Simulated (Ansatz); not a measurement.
**Na8MgMn2O8: do the settings matter for the field gradients?**

This input was run with Ansatz:

```yaml
crystal:
  lattice:
    - [5.4794667797, 0.0, 0.0]
    - [2.1009871252, 5.7014190868, 0.0]
    - [0.7778396293, 2.663457703, 8.8097033221]
  atoms:
    - { symbol: Na, position: [0.02321381, 0.42213349, 0.17737698] }
    - { symbol: Na, position: [0.53012843, 0.91333136, 0.15564715] }
    - { symbol: Na, position: [0.52622087, 0.3576141, 0.33124156] }
    - { symbol: Na, position: [0.03934559, 0.85041363, 0.32419033] }
    - { symbol: Na, position: [0.03713653, 0.20299181, 0.5261227] }
    - { symbol: Na, position: [0.68408634, 0.32295091, 0.69967545] }
    - { symbol: Na, position: [0.04025966, 0.62148163, 0.76452042] }
    - { symbol: Na, position: [0.55742101, 0.51984393, 0.97835845] }
    - { symbol: Mg, position: [0.46502167, 0.96514807, 0.7709444] }
    - { symbol: Mn, position: [0.54908345, 0.83873524, 0.49975652], spin: 4.0 }
    - { symbol: Mn, position: [4.24e-06, 0.9791085, 0.98889228], spin: 4.0 }
    - { symbol: O, position: [0.23695864, 0.70037165, 0.12496912] }
    - { symbol: O, position: [0.83163663, 0.17124879, 0.1183328] }
    - { symbol: O, position: [0.74659563, 0.59155377, 0.40711537] }
    - { symbol: O, position: [0.30929269, 0.07004591, 0.34683499] }
    - { symbol: O, position: [0.642218, 0.06562395, 0.57361848] }
    - { symbol: O, position: [0.44060969, 0.68528476, 0.71104334] }
    - { symbol: O, position: [0.75048607, 0.84228436, 0.92437132] }
    - { symbol: O, position: [0.10709105, 0.18779117, 0.79774234] }
magnetization:
  spin_polarized: true
kpoints:
  mp_grid: { grid: [4, 4, 3] }
scf:
  occupations: { method: cold, width: 0.3 }
hamiltonian:
  xc: pbe
  pseudopotentials: { kind: paw }
output:
  forces: true
  stress: true
  populations: true
  efg:
    quadrupole_moments_barn: { Na: 0.104, Mg: 0.1994, Mn: 0.33, O: -0.02558 }
    contact_densities: true
```

It converged. Of its output the block on the nuclei alone is shown, without the SCF iterations, energies, forces and stress (one atom of each set, the first 14 sets):

```
--- PAW observables at the nuclei: V_zz in 10²¹ V/m², potentials from the cell's mean, atoms counted from 1 ---
  atom   1  Na V_zz =    -2.274572   η = 0.6849   by run symmetry: allowed   C_q = -5.7199 MHz
            electrostatic potential = -976.894830 V   contact ρ = 5904.902156 e/Å³   contact ρ_s (e/Å³): all electrons +0.207709, valence +0.201253
  atom   2  Na V_zz =    +1.861763   η = 0.7886   by run symmetry: allowed   C_q = +4.6818 MHz
            electrostatic potential = -977.215434 V   contact ρ = 5904.810329 e/Å³   contact ρ_s (e/Å³): all electrons +0.073217, valence +0.071014
  atom   3  Na V_zz =    +2.104891   η = 0.3017   by run symmetry: allowed   C_q = +5.2932 MHz
            electrostatic potential = -976.870116 V   contact ρ = 5904.801384 e/Å³   contact ρ_s (e/Å³): all electrons +0.232277, valence +0.224362
  atom   4  Na V_zz =    -0.997912   η = 0.6616   by run symmetry: allowed   C_q = -2.5095 MHz
            electrostatic potential = -977.059699 V   contact ρ = 5905.005461 e/Å³   contact ρ_s (e/Å³): all electrons +0.114009, valence +0.110520
  atom   5  Na V_zz =    +1.047215   η = 0.6855   by run symmetry: allowed   C_q = +2.6334 MHz
            electrostatic potential = -976.642288 V   contact ρ = 5905.050991 e/Å³   contact ρ_s (e/Å³): all electrons +0.067088, valence +0.064929
  atom   6  Na V_zz =    +2.643903   η = 0.6162   by run symmetry: allowed   C_q = +6.6486 MHz
            electrostatic potential = -976.809715 V   contact ρ = 5905.281940 e/Å³   contact ρ_s (e/Å³): all electrons +0.103938, valence +0.101249
  atom   7  Na V_zz =    +1.834681   η = 0.2989   by run symmetry: allowed   C_q = +4.6137 MHz
            electrostatic potential = -976.607473 V   contact ρ = 5904.685737 e/Å³   contact ρ_s (e/Å³): all electrons +0.081473, valence +0.078174
  atom   8  Na V_zz =    +1.514126   η = 0.8778   by run symmetry: allowed   C_q = +3.8076 MHz
            electrostatic potential = -977.013791 V   contact ρ = 5905.305099 e/Å³   contact ρ_s (e/Å³): all electrons +0.170344, valence +0.166107
  atom   9  Mg V_zz =    +1.704401   η = 0.5664   by run symmetry: allowed   C_q = +8.2177 MHz
            electrostatic potential = -1100.456359 V   contact ρ = 7797.778683 e/Å³   contact ρ_s (e/Å³): all electrons +0.255365, valence +0.253068
  atom  10  Mn V_zz =    -4.000615   η = 0.2639   by run symmetry: allowed   C_q = -31.9224 MHz
            electrostatic potential = -3024.031001 V   contact ρ = 87794.501718 e/Å³   contact ρ_s (e/Å³): all electrons -1.693492, valence +5.697150
  atom  11  Mn V_zz =    -5.626857   η = 0.7439   by run symmetry: allowed   C_q = -44.8987 MHz
            electrostatic potential = -3023.950238 V   contact ρ = 87793.051010 e/Å³   contact ρ_s (e/Å³): all electrons -2.520158, valence +4.968749
  atom  12  O  V_zz =    +5.531393   η = 0.1516   by run symmetry: allowed   C_q = -3.4213 MHz
            electrostatic potential = -619.857782 V   contact ρ = 2157.489090 e/Å³   contact ρ_s (e/Å³): all electrons +0.306541, valence +0.393666
  atom  13  O  V_zz =    +6.977678   η = 0.2974   by run symmetry: allowed   C_q = -4.3158 MHz
            electrostatic potential = -619.855561 V   contact ρ = 2157.619302 e/Å³   contact ρ_s (e/Å³): all electrons +0.225706, valence +0.303769
  atom  14  O  V_zz =    +3.791914   η = 0.5685   by run symmetry: allowed   C_q = -2.3454 MHz
            electrostatic potential = -619.877545 V   contact ρ = 2157.748137 e/Å³   contact ρ_s (e/Å³): all electrons +0.278806, valence +0.405045
```

(1) Can these gradients be trusted, and how do they compare with a run on standard settings?

## Answers

(1) Not as converged values. Against the standard input the change is `scf.occupations.method`: fermi_dirac → cold; `scf.occupations.width`: 0.02 → 0.3. A site carries the number of its first atom; V_zz in 10²¹ V/m².

```tsv
site	atom	V_zz standard	η standard	V_zz here	η here
Na1	1	-2.32	0.68	-2.27	0.68
Na8	8	1.48	0.91	1.51	0.88
Mg	9	1.72	0.57	1.70	0.57
Mn10	10	-3.79	0.22	-4.00	0.26
Mn11	11	-7.06	0.58	-5.63	0.74
O12	12	5.84	0.24	5.53	0.15
O13	13	7.13	0.19	6.98	0.30
O14	14	3.80	0.67	3.79	0.57
O15	15	5.82	0.55	5.96	0.58
O17	17	3.87	0.56	3.77	0.60
O18	18	-2.52	0.96	3.03	0.93
O19	19	3.04	0.85	2.88	0.77
```

The largest change of V_zz along a kept axis is on Mn11, from -7.06 to -5.63. In per cent, |V_zz| changes by -2 to +3 on Na, -1 on Mg, -20 to +6 on Mn, -5 to +3 on O (all sites that start above 0.5, bar those whose gradient vanishes or changes sign or whose main axis turns by over 40°). Where |V_zz| stays above 0.1 and the axes keep their order, η moves most on Mn11, from 0.58 to 0.74. On O18 the largest principal value lies along another axis in the second run, so the two V_zz can't be compared directly. The table leaves out 7 of the 19 sites, with |V_zz| up to 4.21; their tensors move by 0.15 at most along any direction. The statements above cover all sites. SCF iterations: 25 and 39. In the changed run the smearing of 0.30 eV is wide against a gap of 0.3 eV, so its values aren't converged ones.

On the reference run: The largest force is 0.7 eV/Å, so the atoms aren't at the calculated equilibrium and relaxing them would move these values. The program didn't check the stability of this electronic state in full, so a lower one may lie near. With a gap of 0.3 eV on this mesh, small gradients can still move by 0.1 × 10²¹ V/m² or more as the k-mesh gets denser. All moments are parallel here, as the start or the cell imposes; many such compounds order antiparallel, where fields and spin densities carried over to other atoms largely cancel. The magnetic order is the one that the run reached from its start moments, not necessarily the measured one.
